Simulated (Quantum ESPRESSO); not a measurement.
Kohn-Sham bands of PbClF (P4/nmm)

```yaml
crystal:
  lattice:
    - [4.10917, 0.00000, 0.00000]
    - [0.00000, 4.10917, 0.00000]
    - [0.00000, 0.00000, 7.23904]
  atoms:
    - { symbol: Pb, position: [0.00000, 0.50000, 0.79491] }
    - { symbol: Pb, position: [0.50000, 0.00000, 0.20509] }
    - { symbol: Cl, position: [0.50000, 0.00000, 0.64891] }
    - { symbol: Cl, position: [0.00000, 0.50000, 0.35109] }
    - { symbol: F, position: [0.50000, 0.50000, 0.00000] }
    - { symbol: F, position: [0.00000, 0.00000, 0.00000] }
```

Cell from Materials Project (mp-22964), symmetrised, no further relaxation. COD (Crystallography Open Database) has an entry of this formula and space group (matched by these alone). Computed values, not measurements, from PBEsol: Quantum ESPRESSO (norm-conserving PseudoDojo potentials, cutoff 68 Ry, spinors with spin-orbit coupling) on a Γ-centred 4×4×4 mesh, then Wannier90. Density: 8×8×4 mesh, cold smearing 0.01 Ry.

Q: List the Kohn-Sham levels between −8 and 6.0 eV relative to the valence-band maximum at the high-symmetry points, as a band run of pw.x on that density gives them (levels within 2 meV counted together).

A: 
| point | k (reciprocal lattice) | levels (eV) |
|---|---|---|
| Γ | 0.000 0.000 0.000 | -6.69 (×2), -5.10 (×2), -3.98 (×2), -3.85 (×2), -2.73 (×2), -2.45 (×2), -2.35 (×2), -1.87 (×2), -1.83 (×2), -1.51 (×2), -1.40 (×2), -1.08 (×2), -0.90 (×2), -0.27 (×2), 3.92 (×2), 4.39 (×2) |
| X | 0.000 0.500 0.000 | -6.67 (×4), -3.64 (×4), -3.13 (×4), -2.71 (×4), -0.97 (×4), -0.90 (×4), -0.10 (×4), 3.77 (×4), 5.50 (×4) |
| M | 0.500 0.500 0.000 | -6.56 (×4), -3.89 (×4), -2.98 (×4), -2.82 (×4), -2.15 (×4), -1.10 (×4), -0.49 (×4), 4.40 (×4) |
| Z | 0.000 0.000 0.500 | -6.33 (×2), -5.66 (×2), -3.94 (×2), -3.82 (×2), -2.73 (×2), -2.46 (×2), -2.35 (×2), -2.24 (×2), -1.77 (×2), -1.61 (×2), -0.95 (×2), -0.86 (×2), -0.73 (×2), 0.00 (×2), 3.00 (×2), 4.25 (×2) |
| R | 0.000 0.500 0.500 | -6.70 (×4), -3.48 (×4), -3.13 (×4), -2.84 (×4), -0.96 (×4), -0.80 (×4), -0.13 (×4), 3.59 (×4), 5.37 (×4) |
| A | 0.500 0.500 0.500 | -6.64 (×4), -4.09 (×4), -2.47 (×4), -2.16 (×4), -1.96 (×4), -1.86 (×4), -0.99 (×4), 4.41 (×4), 5.98 (×4) |
